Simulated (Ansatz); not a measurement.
Hf3Br, before and after

A trial structure of Hf3Br was built thus: random cell by space group and Wyckoff sites (P4/mmm, No. 123). Its size is a rough estimate.

start.cif

```cif
data_structure
_symmetry_space_group_name_H-M 'P4/mmm'
_symmetry_Int_Tables_number 123
_cell_length_a 3.8617
_cell_length_b 3.8617
_cell_length_c 7.3433
_cell_angle_alpha 90.000
_cell_angle_beta 90.000
_cell_angle_gamma 90.000
_cell_volume 109.51
loop_
_atom_site_label
_atom_site_type_symbol
_atom_site_symmetry_multiplicity
_atom_site_Wyckoff_symbol
_atom_site_fract_x
_atom_site_fract_y
_atom_site_fract_z
_atom_site_occupancy
Hf1 Hf 2 h 0.50000 0.50000 0.76523 1
Hf2 Hf 1 a 0.00000 0.00000 0.00000 1
Br1 Br 1 d 0.50000 0.50000 0.50000 1
```

The calculation used DFT PBE, scalar-relativistic, plane waves, PAW (Ansatz 0.2.0). Cutoff 420 eV, Gaussian smearing, Γ-centred meshes. Cell and atoms relax first on a coarse mesh and then on a finer one. In between, the cell is made exact in the group found at 0.06 Å. In metals the finer mesh still leaves noise of several meV/atom or more. The steps can't lower the symmetry of their start. No spin polarisation.

end.cif

```cif
data_structure
_symmetry_space_group_name_H-M 'P4/mmm'
_symmetry_Int_Tables_number 123
_cell_length_a 3.2859
_cell_length_b 3.2859
_cell_length_c 9.3338
_cell_angle_alpha 90.000
_cell_angle_beta 90.000
_cell_angle_gamma 90.000
_cell_volume 100.78
loop_
_atom_site_label
_atom_site_type_symbol
_atom_site_symmetry_multiplicity
_atom_site_Wyckoff_symbol
_atom_site_fract_x
_atom_site_fract_y
_atom_site_fract_z
_atom_site_occupancy
Hf1 Hf 2 h 0.50000 0.50000 0.78236 1
Hf2 Hf 1 a 0.00000 0.00000 0.00000 1
Br1 Br 1 d 0.50000 0.50000 0.50000 1
```

The symmetry stays P4/mmm (No. 123). The volume per atom shrinks by 8.0 %, from 27.4 to 25.2 Å³. The shortest distance goes from 1.95 Å (Hf–Br) to 2.64 Å (Hf–Br). The ratio c/a of the conventional cell changes by a factor of 1.49. The energy falls by about 2.6 eV/atom (the start's value is from the coarse mesh).

```json
{"Volume per atom": "25.19 Å³", "Density": "10.14 g/cm³", "Energy over the elements": "−0.12 eV/atom", "Gap on the 14×14×6 mesh of the 4-atom cell": "0 eV (a metal)"}
```

Energies over the elements count from the elements' standard structures at the same level, with no fitted energy shifts. The references include crystalline Br.

The last run used Gaussian smearing of 0.10 eV. These runs have no spin–orbit coupling, which can matter for Hf. An odd number of electrons in the primitive cell allows no gap without spin; a larger cell or a magnetic state could open one. The cell is a metal run without spin; a magnetic state may lie lower. The reference form of Br is held partly by dispersion forces, which this level lacks. A structure relaxed within its symmetry needn't be a true minimum. In all, the 4 runs took 4 min on 1 thread of Intel(R) Xeon(R) Platinum 8488C (Sapphire Rapids), on a shared host. Another cell of Hf3Br relaxed alike, in P-6m2, lies 30 meV/atom lower, so this cell isn't the stable form at this level.
